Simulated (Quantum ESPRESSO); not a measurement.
pw.x input (Quantum ESPRESSO 7.5; PBEsol, PseudoDojo standard norm-conserving files, scalar-relativistic):

```
&CONTROL
  calculation = 'scf'
  pseudo_dir = './pseudo'
  outdir = './out'
  tprnfor = .true.
  tstress = .true.
/
&SYSTEM
  ibrav = 0
  nat = 10
  ntyp = 3
  ecutwfc = 84.0
  ecutrho = 336.0
  occupations = 'smearing'
  smearing = 'fd'
  degauss = 0.002
  nbnd = 60
/
&ELECTRONS
  conv_thr = 1e-09
/
ATOMIC_SPECIES
O 15.9990 O.upf
Ag 107.8682 Ag.upf
Ta 180.9479 Ta.upf
CELL_PARAMETERS angstrom
  2.787829956000   1.609554376000   4.644447000000
 -2.787829956000   1.609554376000   4.644447000000
  0.000000000000  -3.219108751000   4.644447000000
ATOMIC_POSITIONS crystal
O   0.806530000000   0.693470000000   0.250000000000
O   0.193470000000   0.306530000000   0.750000000000
O   0.250000000000   0.806530000000   0.693470000000
O   0.750000000000   0.193470000000   0.306530000000
O   0.693470000000   0.250000000000   0.806530000000
O   0.306530000000   0.750000000000   0.193470000000
Ag   0.750000000000   0.750000000000   0.750000000000
Ag   0.250000000000   0.250000000000   0.250000000000
Ta   0.000000000000   0.000000000000   0.000000000000
Ta   0.500000000000   0.500000000000   0.500000000000
K_POINTS automatic
6 6 6 0 0 0
```

End of the output:

```

[...]
     the Fermi energy is    11.4145 ev
!    total energy              =   -1078.24545584 Ry
     estimated scf accuracy    <          1.1E-10 Ry
     smearing contrib. (-TS)   =      -0.00000000 Ry
     internal energy E=F+TS    =   -1078.24545584 Ry
     The total energy is F=E-TS. E is the sum of the following terms:
     one-electron contribution =    -381.14153632 Ry
     hartree contribution      =     242.98223556 Ry
     xc contribution           =    -199.97996546 Ry
     ewald contribution        =    -740.10618961 Ry
     convergence has been achieved in  13 iterations
     Forces acting on atoms (cartesian axes, Ry/au):
     atom    1 type  1   force =    -0.00083778   -0.00000000   -0.00000000
     atom    2 type  1   force =     0.00083778    0.00000000    0.00000000
     atom    3 type  1   force =     0.00041889   -0.00072554    0.00000000
     atom    4 type  1   force =    -0.00041889    0.00072554   -0.00000000
     atom    5 type  1   force =     0.00041889    0.00072554   -0.00000000
     atom    6 type  1   force =    -0.00041889   -0.00072554    0.00000000
     atom    7 type  2   force =     0.00000000   -0.00000000   -0.00000000
     atom    8 type  2   force =    -0.00000000    0.00000000    0.00000000
     atom    9 type  3   force =    -0.00000000   -0.00000000    0.00000000
     atom   10 type  3   force =     0.00000000    0.00000000    0.00000000
     Total force =     0.002052     Total SCF correction =     0.000001
     Computing stress (Cartesian axis) and pressure
          total   stress  (Ry/bohr**3)                   (kbar)     P=      -89.03
  -0.00061815  -0.00000000  -0.00000000          -90.93       -0.00       -0.00
   0.00000000  -0.00061815   0.00000000            0.00      -90.93        0.00
   0.00000000   0.00000000  -0.00057926            0.00        0.00      -85.21
```
In a gapped system the printed Fermi energy is only some level inside the gap.

Spin-orbit coupling is not included.

Geometry of the Materials Project entry, not relaxed at this level.
